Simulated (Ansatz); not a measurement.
# Relaxing a structure of Te

The start is a relaxed Te cell displaced along its unstable phonon at q = Γ (73i cm⁻¹), largest move 0.15 Å. The structure is fully relaxed (lattice and positions, P = 0) with PBE (plane waves to 420 eV, PAW, scalar-relativistic; Ansatz, a quantum-chemistry and plane-wave program). The first steps use a coarse 8×8×7 k-mesh.

Starting cell:
```
Te
1.0
    4.08868     0.00000     0.00000
    0.00000     4.08868     0.00000
    0.00000     0.00000     4.93011
Te
2
Direct
  0.50000   0.96331   0.90788
  0.00000   0.53669   0.09212
```

What is the largest force in the starting geometry, and on which atom (counted from 1)?

0.54 eV/Å, on Te1, Te2 (atoms numbered as listed).

How does the volume per atom move from start to end?

-10.3 %, from 41.21 to 36.96 Å³/atom.

Is the parent structure recovered?

It does not go back: it reaches P2₁/m (No. 11), 0.01 eV/atom below the parent.

How do the shortest distances between atoms change?

The closest pairs of elements (up to four, under 3.6 Å), start → end: Te–Te 2.84 → 2.97 Å.

Write out the relaxed structure.


Space group P2₁/m (No. 11); a = 4.0704 Å, b = 4.1872 Å, c = 4.7914 Å, α = γ = 90.00°, β = 115.15°

```
atom  site  symmetry       x       y       z
----  ----  --------  ------  ------  ------
Te      2e         m  0.8166  0.2500  0.1015
```

Final values are on a 13×11×11 k-mesh of the relaxed cell. No spin polarisation in the result.

The run could not lose the symmetry of its start: the end is stationary, and may be a saddle point rather than a minimum.

The relaxed structure here is a generated cell of Te: the first start was made by placing the elements on the sites of a structure type, and the end was not matched to a known phase here, so it may be hypothetical. Known forms of Te include space group No. 152.
